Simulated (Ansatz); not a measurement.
The start is a generated trial cell of TiSi2 in the C54 structure type. The structure is fully relaxed (lattice and positions, P = 0) with PBEsol (plane waves to 420 eV, PAW, scalar-relativistic; Ansatz, an electronic-structure program). First-step values are on the input's coarse k-mesh.

Ansatz input (later rounds restart from its end on a renewed k-mesh):
Ansatz 0.2 input:
```yaml
crystal:
  lattice:
    - [0, 4.13355, 4.27525]
    - [2.4, 0, 4.27525]
    - [2.4, 4.13355, 0]
  atoms:
    - { symbol: Si, position: [0.6635, 0.3365, 0.6635] }
    - { symbol: Si, position: [0.3365, 0.6635, 0.3365] }
    - { symbol: Si, position: [0.5865, 0.9135, 0.5865] }
    - { symbol: Si, position: [0.9135, 0.5865, 0.9135] }
    - { symbol: Ti, position: [0, 0, 0] }
    - { symbol: Ti, position: [0.25, 0.25, 0.25] }
basis: { ecutwfc: 420, ecutrho_ratio: 4, xc_grid: 2, fft_grid_basis: typed }
kpoints: { mp_grid: { grid: [6, 6, 6] } }
hamiltonian:
  xc: pbesol
  dispersion: none
  pseudopotentials: { kind: paw }
scf: { occupations: { method: fermi_dirac, width: 0.05 } }
relax: { f_tol: 0.01, max_steps: 100, cell: { stress_tol: 0.02 } }
output: { forces: true, stress: true }
```

Problem. What pressure does the first self-consistent step give?

Solution. -4 GPa (negative: the cell is under tension).

Problem. How much energy is released per atom?

Solution. Under 0.01 eV/atom.

Problem. How does the volume per atom move from start to end?

Solution. -2.5 %, from 14.14 to 13.79 Å³/atom.

Problem. How do the shortest distances between atoms change?

Solution. The closest pairs of elements (up to four, under 3.6 Å), start → end: Si–Si 2.53 → 2.52 Å; Si–Ti 2.55 → 2.54 Å; Ti–Ti 3.21 → 3.18 Å.

The space group stays Fddd (No. 70) (the run could not lower it); the end is AFLOW prototype A2B_oF24_70_e_a (C54, as in TiSi2), with 6 atoms in the primitive cell. Final values are on a 13×13×13 k-mesh of the relaxed cell. No spin polarisation in the result.

The run could not lose the symmetry of its start.
